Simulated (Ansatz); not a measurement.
Relaxed MgB2 (AlB2 type, space group P6/mmm):

```
CELL_PARAMETERS angstrom
      6.14864     0.00000     0.00000
     -1.53716     2.66244     0.00000
      3.07432     0.00000     3.52754
ATOMIC_POSITIONS crystal
  Mg 0.00000 0.00000 0.00000
  Mg 0.50000 0.00000 0.00000
  B  0.91667 0.66667 0.50000
  B  0.41667 0.66667 0.50000
  B  0.08333 0.33333 0.50000
  B  0.58333 0.33333 0.50000
```

A phonon eigenvector at L = (0.5, 0.0, 0.5) is frozen into this cell: atom i moves by Q times the vector below, so Q is the largest atomic displacement, in Å. The cell is held. (q is in reciprocal vectors of the primitive cell; the cell shown is doubled to hold the pattern.)

| atom | x | y | z |
|---|---|---|---|
| Mg1 | 0.500 | -0.866 | 0.000 |
| Mg2 | -0.500 | 0.866 | 0.000 |

Atoms not listed stay in place.

All values below come from PBE (plane waves to 420 eV, PAW, scalar-relativistic; Ansatz, an electronic-structure program). k mesh 17×17×17 (Γ-centred), Fermi-Dirac smearing 0.05 eV. With partly filled bands, energies and forces of such displacements shift with the k mesh and the smearing. MgB2 was relaxed with its symmetry unable to fall.

At one point of the scan the forces (eV/Å) are:

```tsv
atom	Fx	Fy	Fz
Mg1	-0.784	1.358	0.000
Mg2	0.784	-1.358	0.000
B3	0.107	0.062	0.000
B4	0.107	0.062	0.000
B5	-0.107	-0.062	0.000
B6	-0.107	-0.062	0.000
```

Task: Which point is it?
A. Q = 0.093 Å
B. Q = 0.280 Å
C. Q = 0.187 Å
D. Q = 0.233 Å

Result: B, Q = 0.280 Å

(For displaced atoms, the force is minus the slope of the energy, and its curvature is a force constant, which sets phonon frequencies.)
